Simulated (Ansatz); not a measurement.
**Ba2Fe2Se2OF2: which magnetic order is lowest?**

```yaml
crystal:
  lattice:
    - [-2.09730, 2.09730, 9.76100]
    - [2.09730, -2.09730, 9.76100]
    - [2.09730, 2.09730, -9.76100]
  atoms:
    - { symbol: Ba, position: [0.66943, 0.66943, 0.00000] }
    - { symbol: Ba, position: [0.33058, 0.33058, 0.00000] }
    - { symbol: Fe, position: [0.00000, 0.50000, 0.50000] }
    - { symbol: Fe, position: [0.50000, 0.00000, 0.50000] }
    - { symbol: Se, position: [0.08982, 0.08982, 0.00000] }
    - { symbol: Se, position: [0.91018, 0.91018, 0.00000] }
    - { symbol: O, position: [0.50000, 0.50000, 0.00000] }
    - { symbol: F, position: [0.25000, 0.75000, 0.50000] }
    - { symbol: F, position: [0.75000, 0.25000, 0.50000] }
```

Method: r2SCAN with U_eff = 3.1 eV on Fe d (all-electron-ortho-atomic projectors) in Ansatz 0.2.0, PAW datasets, plane waves to 500 eV, 7×7×7 Γ-centred mesh, fermi-dirac occupations of width 0.050 eV. The atoms are fixed and numbered as listed; spin is collinear, without spin-orbit coupling.

The cycle has several fixed points for this cell. Moments (μB):

```csv
state,Fe3,Fe4,other atoms together,size of the net moment a cell
A,3.42,3.42,0.42,8.00
B,0.00,0.00,0.00,0.00
C,3.40,-3.40,0.00,0.00
```

Site moments are taken in small spheres that don't touch (radius about 0.4 of the atom's shortest bond), so those of the magnetic atoms read low, and they needn't add up to the net moment. State B was run without spin polarisation.

Q: Rank the states by energy at zero smearing.

A: State C (antiparallel, compensated) is lowest; A (parallel moments) lies 5.5 meV above it, B (without moments) lies 521 meV above it, all counted an atom of the cell.

Q: Which states have a gap on the mesh, and what pressure does each exert on this cell?

A: A: gap 1.75 eV, 1.6 GPa; B: gap 1.72 eV, -4.0 GPa; C: gap 2.92 eV, 1.4 GPa (positive in compression). Moments take up room: without them the pressure is lower, so that state wants a smaller cell.

Q: What do states A and C say about the exchange?

A: Between A and C the moments keep their size (3.42 against 3.40 μB in the mean), so the difference mostly measures the exchange between the flipped sites: the antiparallel order gains 25 meV for each Fe atom. The nearest flipped pair stands 2.97 Å apart. Flipped pairs are linked through O; the widest Fe–O–Fe angle among the nearer links is 90°, at 2.97 Å between the metal atoms.

Q: How much does the cell gain by forming moments?

A: 521 meV an atom of the cell, or 2344 meV for each Fe atom, against state B, which has none. A run without spin would miss this and give wrong energies and forces. That state isn't the paramagnet, which keeps its moments, so this is no ordering energy, and a U raises it further by its penalty on part-filled orbitals.

The cell is that of a Crystallography Open Database entry, unchanged.

Caveats: only orders that fit this cell and collinear spins were tried, so the true order may need a larger cell or canted moments; atoms and cell are not relaxed, and each state would relax in its own way; the U is a value in common use, not computed for this crystal; one start a pattern, so a lower state of the same pattern may exist.
